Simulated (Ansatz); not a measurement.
KTi4S8:
```xyz
13
Lattice="6.8334 0.0000 0.0000 -3.4167 5.9179 0.0000 0.0000 0.0000 7.8839" Properties=species:S:1:pos:R:3 pbc="T T T"
S      1.7126     0.9888     6.4642
S      0.0000     3.9453     6.4717
S      5.1208     0.9888     6.4642
S      3.4167     3.9404     6.4642
Ti     0.0000     0.0000     0.0000
Ti    -1.7084     2.9590     0.0000
Ti     3.4167     0.0000     0.0000
Ti     1.7084     2.9590     0.0000
S      0.0000     1.9775     1.4197
S     -1.7041     4.9291     1.4197
S      3.4167     1.9726     1.4121
S      1.7041     4.9291     1.4197
K      0.0000     0.0000     3.9419
```

Relaxed with r²SCAN+D4. Special points in fractions of this cell's reciprocal vectors: Γ (0.000, 0.000, 0.000); M (0.500, 0.000, 0.000); K (0.333, 0.333, 0.000); A (0.000, 0.000, 0.500); L (0.500, 0.000, 0.500); H (0.333, 0.333, 0.500).

List the band energies nearest the Fermi level at these points for the program Ansatz at the r²SCAN+D4 level (PAW).

In eV from the Fermi level; about four levels below and three above (degenerate sets whole), none deeper than 8.9 eV; points with the same levels are listed once.

```json
[
 {"k": "Γ", "below": "-0.59 -0.59 -0.23 -0.23 -0.20", "above": "0.23 0.23 0.72"},
 {"k": "M", "below": "-1.81 -1.80 -1.76 -1.73", "above": "0.11 0.16 0.79"},
 {"k": "K", "below": "-2.60 -1.81 -1.81 -1.76", "above": "0.51 0.56 0.56"},
 {"k": "A", "below": "-0.59 -0.59 -0.22 -0.22 -0.21", "above": "0.23 0.23 0.93"},
 {"k": "L", "below": "-1.87 -1.83 -1.81 -1.76", "above": "0.12 0.13 0.79"},
 {"k": "H", "below": "-2.63 -1.84 -1.83 -1.83", "above": "0.55 0.58 0.58"}
]
```

Space group P-3m1. The cell is a constructed one: a structure type filled with these elements; neither database checked (COD, Materials Project) lists it. Its standing as an ambient phase is unchecked. Symmetry was held in the r²SCAN+D4 relaxation; whether a distortion lowers the energy is not shown. No spin polarisation was allowed. With an odd number of electrons in the cell and no spin polarisation, the count alone makes it a metal.

Potentials: the later of the program's two PAW sets.
